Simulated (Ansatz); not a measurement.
Ga₂O₃:
```cif
data_Ga12O18
_chemical_formula_sum 'Ga12 O18'
_space_group_name_H-M_alt 'R-3c :H'
_space_group_IT_number 167
_space_group_name_Hall '-R 3 2"c'
_cell_length_a 5.05796
_cell_length_b 5.05796
_cell_length_c 13.62393
_cell_angle_alpha 90.000
_cell_angle_beta 90.000
_cell_angle_gamma 120.000
loop_
_atom_site_label
_atom_site_type_symbol
_atom_site_symmetry_multiplicity
_atom_site_Wyckoff_symbol
_atom_site_fract_x
_atom_site_fract_y
_atom_site_fract_z
_atom_site_occupancy
Ga1 Ga 12 c 0.00000 0.00000 0.14416 1
O1 O 18 e 0.30310 0.30310 0.75000 1
```
(The calculation used a cell of 10 atoms; values per cell refer to that cell.)

Relaxed with PBE.

Task: Which orbitals make up the states near the band edges in PBE (plane waves, PAW; program Ansatz)?

Result: Top 1 eV of the valence band: O 2p 95 %. Bottom 1 eV of the conduction band: Ga 4s 49 %, O 2s 31 %, O 2p 14 %, Ga 4p 6 %. Projections are on Löwdin-orthogonalised atomic valence shells; empty p or d shells of many metals are not among them.

Task: Tabulate the density of states.

Result: States/eV per cell of 10 atoms, in 0.25 eV bins, energy from the valence-band maximum.

| E (eV) | total | O 2p | Ga 4s | Ga 4p |
|---|---|---|---|---|
| -7.86 | 0.00 | 0.00 | 0.00 | 0.00 |
| -7.61 | 0.00 | 0.00 | 0.00 | 0.00 |
| -7.36 | 0.00 | 0.00 | 0.00 | 0.00 |
| -7.11 | 0.00 | 0.00 | 0.00 | 0.00 |
| -6.86 | 0.42 | 0.25 | 0.15 | 0.00 |
| -6.61 | 1.11 | 0.67 | 0.37 | 0.03 |
| -6.36 | 2.96 | 1.81 | 0.89 | 0.14 |
| -6.11 | 5.04 | 3.11 | 1.40 | 0.28 |
| -5.86 | 4.08 | 2.54 | 1.05 | 0.26 |
| -5.61 | 4.45 | 2.79 | 1.04 | 0.34 |
| -5.36 | 3.57 | 2.25 | 0.79 | 0.29 |
| -5.11 | 2.03 | 1.28 | 0.43 | 0.14 |
| -4.86 | 2.49 | 1.61 | 0.48 | 0.18 |
| -4.61 | 2.56 | 1.76 | 0.30 | 0.34 |
| -4.36 | 3.64 | 2.62 | 0.19 | 0.69 |
| -4.11 | 2.01 | 1.48 | 0.08 | 0.37 |
| -3.86 | 4.99 | 3.68 | 0.20 | 0.88 |
| -3.61 | 7.51 | 5.55 | 0.28 | 1.27 |
| -3.36 | 3.90 | 2.95 | 0.14 | 0.61 |
| -3.11 | 4.64 | 3.55 | 0.17 | 0.67 |
| -2.86 | 5.09 | 4.02 | 0.19 | 0.68 |
| -2.61 | 5.02 | 4.04 | 0.18 | 0.62 |
| -2.36 | 5.14 | 4.23 | 0.14 | 0.61 |
| -2.11 | 6.05 | 5.06 | 0.13 | 0.64 |
| -1.86 | 4.82 | 4.12 | 0.09 | 0.42 |
| -1.61 | 6.66 | 5.87 | 0.07 | 0.52 |
| -1.36 | 7.23 | 6.46 | 0.08 | 0.49 |
| -1.11 | 8.52 | 7.74 | 0.07 | 0.48 |
| -0.86 | 8.12 | 7.54 | 0.06 | 0.30 |
| -0.61 | 12.05 | 11.41 | 0.06 | 0.25 |
| -0.36 | 14.54 | 14.02 | 0.04 | 0.13 |
| -0.11 | 5.35 | 5.21 | 0.01 | 0.03 |
| 0.14 | 0.00 | 0.00 | 0.00 | 0.00 |
| 0.39 | 0.00 | 0.00 | 0.00 | 0.00 |
| 0.64 | 0.00 | 0.00 | 0.00 | 0.00 |
| 0.89 | 0.00 | 0.00 | 0.00 | 0.00 |
| 1.14 | 0.00 | 0.00 | 0.00 | 0.00 |
| 1.39 | 0.00 | 0.00 | 0.00 | 0.00 |
| 1.64 | 0.00 | 0.00 | 0.00 | 0.00 |
| 1.89 | 0.00 | 0.00 | 0.00 | 0.00 |
| 2.14 | 0.00 | 0.00 | 0.00 | 0.00 |
| 2.39 | 0.00 | 0.00 | 0.00 | 0.00 |
| 2.64 | 0.03 | 0.00 | 0.01 | 0.00 |
| 2.89 | 0.06 | 0.01 | 0.03 | 0.00 |
| 3.14 | 0.09 | 0.01 | 0.04 | 0.01 |
| 3.39 | 0.13 | 0.02 | 0.06 | 0.01 |
| 3.64 | 0.17 | 0.04 | 0.07 | 0.02 |
| 3.89 | 0.22 | 0.05 | 0.09 | 0.02 |
| 4.14 | 0.28 | 0.07 | 0.11 | 0.03 |
| 4.39 | 0.35 | 0.09 | 0.13 | 0.04 |
| 4.64 | 0.42 | 0.12 | 0.15 | 0.05 |
| 4.89 | 0.52 | 0.15 | 0.19 | 0.06 |
| 5.14 | 0.65 | 0.19 | 0.23 | 0.08 |
| 5.39 | 0.83 | 0.25 | 0.30 | 0.10 |
| 5.64 | 1.10 | 0.33 | 0.42 | 0.14 |
| 5.89 | 2.37 | 0.64 | 1.04 | 0.32 |
| 6.14 | 5.02 | 1.30 | 2.50 | 0.62 |
| 6.39 | 3.64 | 1.02 | 1.86 | 0.40 |
| 6.64 | 3.62 | 1.01 | 1.76 | 0.45 |
| 6.89 | 5.17 | 1.51 | 2.64 | 0.53 |
| 7.14 | 2.96 | 0.90 | 1.52 | 0.26 |

Symmetry was held in the PBE relaxation. Spin–orbit coupling is left out wherever it is not named.

Potentials: the earlier of the program's two PAW sets.
